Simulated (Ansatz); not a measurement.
Ge$_{3}$N$_{4}$ in space group P6_3/m (No. 176; Ge on 6h, N on 2c, N on 6h), the program Ansatz at the LDA level (PAW). The conduction-band minimum lies at Γ, with 1 equivalent valley. Second derivatives d²E/dk² of the lowest band at one valley (eV·Å²), along Cartesian directions:

```
direction  d²E/dk²
---------  -------
[100]        26.48
[010]        26.48
[001]        31.50
[110]        26.48
[101]        28.99
[011]        28.99
```

Problem. Find the principal effective masses, the density-of-states mass and the conductivity mass.

Solution. Off-diagonal terms follow from H_xy = H[110] − (H_xx + H_yy)/2, and m*/mₑ = 7.620 eV·Å² over each eigenvalue: 0.24, 0.29, 0.29. One valley's DOS mass (m₁m₂m₃)^(1/3) = 0.27, conductivity mass 3/(Σ 1/mᵢ) = 0.27 mₑ.

Problem. What effective density of states Nc follows at 300 K for parabolic valleys?

Solution. Nc = 2.509e19 × 1 × (0.27)^(3/2) ≈ 3.5e18 cm⁻³.

Symmetry was held in the LDA relaxation; of distortions, only those at the zone centre were tested. Spin–orbit coupling is left out wherever it is not named.

Potentials: the later of the program's two PAW sets.

Edges and masses are those of Kohn–Sham bands, whose gap is no quasiparticle gap.
